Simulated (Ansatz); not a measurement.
An Ansatz (an electronic-structure program) run. Input:

Ansatz 0.2 input:
```yaml
crystal:
  lattice:
    - [1.91054074, 1.1030512105, 9.800879726]
    - [-1.91054074, 1.1030512105, 9.800879726]
    - [0.0, -2.2061024211, 9.800879726]
  atoms:
    - { symbol: Ca, position: [0.9204400676, 0.9204400676, 0.9204400676] }
    - { symbol: Ca, position: [0.0795599324, 0.0795599324, 0.0795599324] }
    - { symbol: Si, position: [0.6530088205, 0.6530088205, 0.6530088205] }
    - { symbol: Si, position: [0.3469911795, 0.3469911795, 0.3469911795] }
    - { symbol: Si, position: [0.1830615608, 0.1830615608, 0.1830615608] }
    - { symbol: Si, position: [0.8169384392, 0.8169384392, 0.8169384392] }
kpoints:
  mp_grid: { grid: [12, 12, 12] }
hamiltonian:
  xc: lda
  pseudopotentials: { kind: paw }
scf:
  occupations: { method: fermi_dirac, width: 0.1 }
phonons:
  method: dfpt
  response_accuracy: low
  eigenvectors: true
  rigid_motions: translations
```

Output (shortened):

```
zone centre: on kpoints.mp_grid the ground state, and the responses unless they are solved on pairs of k-points, stand on 476 of the mesh's 1728 k-points, …
Pseudopotentials: kind: paw
Pseudopotential: Ca, paw, valence charge 10
Pseudopotential: Si, paw, valence charge 4
Functional definition: SPW92
Crystal: 6 atoms, lattice volume = 123.928 Å³
Basis set: ecut = 420 eV, 2421 PW (Γ), exchange–correlation on 144×144×144 points (8 copies of the dense FFT grid, shifted against one another)
Bands: 24, of which v1, the nominal top of the filled ones, is band 18 counted from 1 (17 counted from 0)
Symmetry: 12 space group operations
k-points: 476 of 1728 (irreducible under 2 space group operations, time reversal used)
PAW frozen core: Ca, regenerated for the run's functional, and the local potential with it
PAW frozen core: Si, regenerated for the run's functional, and the local potential with it
Initial wavefunctions: pseudopotential atomic-orbital guess
Eigensolver: davidson
Functional: x = slater, c = lda
SCF iter   1: F=—  HF=-5982.567551 eV  |F-HF|=—  |Δ(HF+E_count)|=         —  Δρ=5.05e-3  dr2=4.10e-2  ethr=1.77e-3  ⟨swp⟩=9.6  Hψ=69735  notcnv=0
all-band conjugate gradients solve this SCF's bands
preconditioner: auto → Kerker (q_TF=auto, 2.220 Å⁻¹)
SCF iter   2: F=—  HF=-5982.563509 eV  |F-HF|=—  |Δ(HF+E_count)|=   4.04e-3  Δρ=2.97e-3  dr2=1.89e-2  ethr=1.14e-4  ⟨swp⟩=1.0  Hψ=15234  notcnv=0
SCF iter   3: F=—  HF=-5982.560511 eV  |F-HF|=—  |Δ(HF+E_count)|=   3.00e-3  Δρ=3.09e-4  dr2=1.01e-3  ethr=5.24e-5  ⟨swp⟩=1.4  Hψ=12261  notcnv=0
SCF iter   4: F=—  HF=-5982.560385 eV  |F-HF|=—  |Δ(HF+E_count)|=   1.26e-4  Δρ=1.86e-4  dr2=2.58e-4  ethr=2.80e-6  ⟨swp⟩=1.2  Hψ=11584  notcnv=0
SCF iter   5: F=—  HF=-5982.560339 eV  |F-HF|=—  |Δ(HF+E_count)|=   4.58e-5  Δρ=4.96e-5  dr2=1.06e-5  ethr=7.17e-7  ⟨swp⟩=2.0  Hψ=12457  notcnv=0
SCF iter   6: F=—  HF=-5982.560341 eV  |F-HF|=—  |Δ(HF+E_count)|=   2.23e-6  Δρ=1.51e-5  dr2=1.17e-6  ethr=2.93e-8  ⟨swp⟩=2.0  Hψ=13205  notcnv=0
SCF iter   7: F=—  HF=-5982.560409 eV  |F-HF|=—  |Δ(HF+E_count)|=   6.78e-5  Δρ=4.30e-6  dr2=3.66e-8  ethr=3.24e-9  ⟨swp⟩=2.1  Hψ=15411  notcnv=0
SCF iter   8: F=—  HF=-5982.560409 eV  |F-HF|=—  |Δ(HF+E_count)|=   6.95e-9  Δρ=1.76e-6  dr2=3.91e-9  ethr=1.02e-10  ⟨swp⟩=2.0  Hψ=19128  notcnv=0
SCF iter  10: F=-5982.560409 eV  HF=-5982.560409 eV  |F-HF|=2.73e-12  |Δ(HF+E_count)|=  2.91e-11  Δρ=6.86e-8  dr2=6.59e-12  ethr=1.00e-12  ⟨swp⟩=4.9  Hψ=59369  notcnv=0
SCF 1 converged in 10 iterations: F = -5982.560409 eV  dr2 = 6.59e-12
DFPT response loops at Γ: preconditioner auto → Kerker (q_TF=auto, 2.220 Å⁻¹) (partly filled bands, converged f_vac=0.000) …
the response loops of the zone centre start from zero, take more passes and end by a threshold …
SCF converged after 10 iterations
Free energy (F): -5982.560409 eV
Harris-Foulkes:  -5982.560409 eV  (|F-HF|=2.73e-12)
Internal energy: -5982.523888 eV  (E = F + TS)
E sigma→0 (E₀):  -5982.542148 eV
Entropy (-TS):   -0.036521 eV (-6.087 meV/atom)
Fermi energy:    7.965442 eV
--- Per-component energies (eV) ---
  E_band       = -229.909411
  E_kinetic    = 722.055035
  E_local      = -1622.010298  (includes V_loc(G=0)·N_el)
  E_nonlocal   = 242.768782
  E_hartree    = 551.442345
  E_xc         = -492.631593
  E_vxc        = -532.347524  (∫ρ·V_xc dr)
  E_paw        = -3576.944447  (= ΣΔE_a)
  E_vpaw       = -143.260110  (= ΣTr[D̂ρ^β])
  E_aug_tail   = 0.000013  (compensation charges beyond the density's cutoff)
  E_ewald      = -1808.107379
  E_core_change = 0.903654  (= ΣΔE_core)
  E_smearing   = -0.036521  (= −TS)
  E_closure    = 0.000000  (closes the sum)
  Σ components = -5982.560409   (vs F -5982.560409, Δ=0.00e0)
  [band-id]    e_kinetic+e_local+e_nonlocal+2·e_hartree+e_vxc+e_vpaw+e_augmentation_tail = -229.909412   (vs E_band -229.909411, Δ=-8.08e-7)
--- Band table (eV; the first three rows and the last of 476) ---
  k-point 0: bands = ["-32.4411", "-32.4406", "-13.8434", "-13.8146", "-13.6603", "-13.6603", "-13.6597", "-13.6597", "-3.8406", "-2.9704", "1.9794", "3.9824", "5.8417", "6.3633", "6.3633", "7.2344", "7.2344", "8.9191", "9.0698", "9.0698", "9.4110", "9.9621", "9.9621", "10.0821"]
  k-point 1: bands = ["-32.4400", "-32.4396", "-13.8403", "-13.8125", "-13.6722", "-13.6712", "-13.6629", "-13.6623", "-3.7555", "-2.8919", "2.0722", "3.9612", "5.7135", "5.9444", "6.1805", "6.5318", "7.0541", "8.7372", "9.2240", "9.2817", "9.5859", "10.1305", "10.2233", "10.4348"]
  k-point 2: bands = ["-32.4373", "-32.4369", "-13.8320", "-13.8067", "-13.7044", "-13.7027", "-13.6702", "-13.6695", "-3.5032", "-2.6569", "2.3252", "3.7628", "4.5982", "5.4343", "5.7855", "6.2142", "6.6728", "8.1222", "8.9434", "9.5162", "9.7025", "10.4016", "10.6800", "10.8593"]
  k-point 475: bands = ["-32.4410", "-32.4407", "-13.8342", "-13.8239", "-13.6605", "-13.6605", "-13.6595", "-13.6595", "-3.8026", "-3.0327", "2.6198", "2.8846", "6.3758", "6.3758", "7.1774", "7.1774", "7.4641", "7.5576", "9.2930", "9.2930", "9.4113", "9.4993", "10.1981", "10.1981"]
  band table: 24 of 24 bands, residual norms ≤ 1.0e-3 eV
--- Phonons (Γ-DFPT): 6 representative perturbations + reference, on 476 of 1728 k-points (Σ response iterations 38) ---
  k mesh reduced under 2 symmetry operations, with k and −k counted as one. Each operation leaves every solved perturbation unchanged …
  ASR residual: 5.435e-4 → 0.000e0 eV/Å²; symmetrization residual: 2.115e-4 eV/Å²
  ASR residual per site (eV/Å²): 5.43e-4 5.43e-4 8.69e-5 8.69e-5 2.57e-4 2.57e-4
  Γ frequencies (cm⁻¹): 0.00 0.00 0.00 123.54 123.54 145.16 145.16 178.61 196.32 196.32 200.07 262.17 310.64 370.02 414.47 414.47 460.11 460.11
  non-analytic LO–TO correction: not included (Born effective charges unavailable; polar crystals: no LO–TO splitting at Γ)
```

Cost: very roughly 40 core-minutes on shared cores.

Space group R-3m. The workflow started from a Materials Project entry (that database holds measured and hypothetical structures alike); the Crystallography Open Database copy checked does not list it. COD files the formula under space group No. 164, so this cell is another polymorph or a model. Whether it is the stable phase at ambient conditions was not checked. Symmetry was held in the LDA relaxation; of distortions, only those at the zone centre were tested. As this level gives no gap, phonon frequencies hold no LO–TO term and depend on the k-mesh and smearing (Fermi–Dirac, 0.1 eV here).

Potentials: the later of the program's two PAW sets.

Ansatz is a plane-wave DFT program.
